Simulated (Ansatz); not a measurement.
BP (zinc blende, space group No. 216), a = 4.548 Å, b = 4.548 Å, c = 4.548 Å, α = 90.00°, β = 90.00°, γ = 90.00°; the cell used has 2 atoms.

Relaxed with PBE. Independent-particle spectrum: no excitons, no local fields, no scissors shift; 0.1 eV broadening; ε₁ of the summed bands alone.

Problem. Tabulate the dielectric function from PBE (plane waves, PAW; program Ansatz).

Solution. 

```tsv
E (eV)	ε₁ xx	ε₂ xx
0.0	9.47	0.00
0.3	9.49	0.00
0.6	9.56	0.00
0.9	9.68	0.00
1.2	9.85	0.00
1.5	10.09	0.00
1.8	10.40	0.00
2.1	10.80	0.00
2.4	11.34	0.00
2.7	12.06	0.00
3.0	13.11	0.00
3.3	15.16	0.11
3.6	16.66	3.06
3.9	16.70	4.53
4.2	17.20	5.84
4.5	18.07	7.38
4.8	19.34	9.42
5.1	21.39	12.32
5.4	26.07	18.34
5.7	23.06	42.48
6.0	-12.58	34.47
6.3	-8.87	20.41
6.6	-9.41	17.27
6.9	-8.78	13.08
7.2	-7.75	10.60
7.5	-6.90	9.12
7.8	-6.41	8.14
8.1	-6.16	7.00
8.4	-5.89	6.30
8.7	-5.55	5.32
9.0	-5.23	4.64
9.3	-4.88	3.97
9.6	-4.47	3.43
9.9	-4.05	3.00
10.2	-3.59	2.70
10.5	-3.31	2.54
10.8	-3.06	2.42
11.1	-3.08	2.25
11.4	-2.79	1.92
11.7	-2.54	1.76
12.0	-2.39	1.74
```

Problem. From ε at 4.3 eV (xx: 17.50 + 6.31i), find n, k, the normal reflectivity and the absorption coefficient.

Solution. n = 4.25, k = 0.743, R = 40 %, α = 2kE/ħc = 320000 cm⁻¹.

With all bands, ε∞ without local fields is 9.50. DFPT, with local fields, gives 9.16.

Space group F-43m (zinc blende). The PBE relaxation kept the symmetry of its start; phonons on a q-mesh show no instability. The volume moved by 18 % from the start of the relaxation.

Potentials: the later of the program's two PAW sets.
